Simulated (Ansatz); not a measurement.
**Two-dimensional strain map in SiW3**

Level of theory: Ansatz 0.2.0, DFT PBEsol, scalar-relativistic, plane waves, PAW. Cutoff 420 eV, Γ-centred 14×14×14 k-points, Gaussian smearing of 0.15 eV. Spin–orbit coupling is left out, which can shift energies with elements as heavy as these. No spin polarisation. Energies are free energies at this smearing, counted from the undisturbed cell; pressure is positive in compression.

The undisturbed cell (relaxed at this level; it needn't be the usual structure):

```yaml
crystal:
  lattice:
    - [-2.57720, 2.57720, 2.57720]
    - [2.57720, -2.57720, 2.57720]
    - [2.57720, 2.57720, -2.57720]
  atoms:
    - { symbol: Si, position: [0.00000, 0.00000, 0.00000] }
    - { symbol: W, position: [0.50000, 0.50000, 0.00000] }
    - { symbol: W, position: [0.50000, 0.00000, 0.50000] }
    - { symbol: W, position: [0.00000, 0.50000, 0.50000] }
```

The cell is strained by p along both x and y and by q along z, fractional coordinates fixed. Points are written (p, q).

Energy above the undisturbed cell in meV/atom (a dash: not computed):

```csv
p \ q,-0.050,-0.025,0.000,0.025,0.050
-0.050,290.1,208.9,168.2,159.1,174.5
0.000,69.5,–,0.0,–,48.9
0.050,?,–,?,–,209.6
```

**Question.** Fill in the withheld energies.

**Answer.** (0.050, -0.050): 135.3; (0.050, 0.000): 117.3.